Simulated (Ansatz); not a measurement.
# Energy over volume and axial ratio for ScPt3 (Cu3Au type)

ScPt3 (Cu3Au type)

Space group Pm-3m (No. 221); a = 3.9783 Å, b = 3.9783 Å, c = 3.9783 Å, α = 90.00°, β = 90.00°, γ = 90.00°

```csv
atom,site,symmetry,x,y,z
Sc,1a,m-3m,0.0000,0.0000,0.0000
Pt,3c,4/mm.m,0.0000,0.5000,0.5000
```

Two coordinates are scanned: the volume, and the ratio of the stretch along z (the conventional c axis) to the stretch across it. Atoms keep their fractional coordinates.

Computed with r2SCAN (plane waves to 500 eV, PAW, scalar-relativistic; Ansatz, a program for electronic structure). k mesh 12×12×12 (Γ-centred), Fermi-Dirac smearing 0.05 eV. The energy includes the smearing's −TS. Stress and pressure are positive under compression. With partly filled bands, the response to shear is sensitive to the k mesh, so small differences along c/a are uncertain. ScPt3 is run without spin polarisation. ScPt3 was relaxed with its symmetry unable to fall. Spin-orbit coupling is left out, though Pt is heavy. The zero of ΔE is the relaxed starting cell.

ΔE (eV/atom), with V/V₀ across and (c/a)/(c/a)₀ down:

```tsv
(c/a)/(c/a)₀ \ V/V₀	0.920	0.947	0.973	1.000	1.027	1.053	1.080
0.920	0.117	0.068	0.040	0.030	0.035	0.053	0.083
0.947	0.097	0.049	0.022	0.013	0.020	0.039	0.070
0.973	0.085	0.038	0.012	0.003	0.010	0.030	0.061
1.000	0.081	0.034	0.008	0.000	0.007	0.027	0.059
1.027	0.085	0.038	0.012	0.003	0.010	0.030	0.061
1.053	0.098	0.050	0.023	0.014	0.020	0.039	0.070
1.080	0.119	0.070	0.041	0.031	0.036	0.054	0.084
```

σzz (GPa), with V/V₀ across and (c/a)/(c/a)₀ down:

```tsv
(c/a)/(c/a)₀ \ V/V₀	0.920	0.947	0.973	1.000	1.027	1.053	1.080
0.920	32.3	22.7	14.6	7.5	1.5	-3.6	-8.0
0.947	29.1	19.8	11.9	5.1	-0.7	-5.7	-9.9
0.973	25.9	16.9	9.2	2.6	-3.0	-7.8	-11.8
1.000	22.4	13.7	6.3	0.0	-5.4	-9.9	-13.8
1.027	18.9	10.5	3.4	-2.6	-7.8	-12.1	-15.8
1.053	15.4	7.4	0.6	-5.1	-10.0	-14.1	-17.6
1.080	12.1	4.4	-2.1	-7.6	-12.2	-16.1	-19.3
```

Summary:

The shear modulus C′ = (C11 − C12)/2 (fit, atoms clamped) is 73 GPa. Lowest place on the grid: V/V₀ = 1.000, (c/a)/(c/a)₀ = 1.000 (0 meV/atom). Highest place on the grid: V/V₀ = 0.920, (c/a)/(c/a)₀ = 1.080 (119 meV/atom).

(A scan under strain: stresses follow from slopes of the energy per volume, elastic moduli from its curvatures.)
